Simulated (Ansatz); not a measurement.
Sn (beta-Sn type, space group I4_1/amd)

```yaml
crystal:
  lattice:
    - [-2.97350, 2.97350, 1.60615]
    - [2.97350, -2.97350, 1.60615]
    - [2.97350, 2.97350, -1.60615]
  atoms:
    - { symbol: Sn, position: [0.75000, 0.25000, 0.50000] }
    - { symbol: Sn, position: [0.00000, 0.00000, 0.00000] }
```

Calculation: PBE (plane waves to 420 eV, PAW, scalar-relativistic; Ansatz, a quantum-chemistry and plane-wave program). Harmonic phonons by density-functional perturbation theory on a 16×16×16 k mesh, in cm⁻¹ and rounded to 5; i marks imaginary ones, q is in fractions of the reciprocal vectors of the cell shown, and the three acoustic modes at Γ are left out. Sn was relaxed with its symmetry unable to fall.

Problem. Is the structure dynamically stable at Γ, N = (0.5, 0.0, 0.0), X = (0.5, 0.5, 0.0), M = (0.5, 0.5, 0.5)?

Solution. No imaginary mode at these points (lowest 20 cm⁻¹ at M = (0.5, 0.5, 0.5)); other wave vectors were not tested.

Problem. List the wavenumbers at Γ, N = (0.5, 0.0, 0.0), X = (0.5, 0.5, 0.0), M = (0.5, 0.5, 0.5), with degeneracies.

Solution. 
```
q                            wavenumbers (cm⁻¹)
-------------------  --------------------------
Γ                                  45, 120 (×2)
N = (0.5, 0.0, 0.0)   35, 70, 70, 100, 110, 120
X = (0.5, 0.5, 0.0)  25 (×2), 95 (×2), 100 (×2)
M = (0.5, 0.5, 0.5)  20 (×2), 40 (×2), 125 (×2)
```
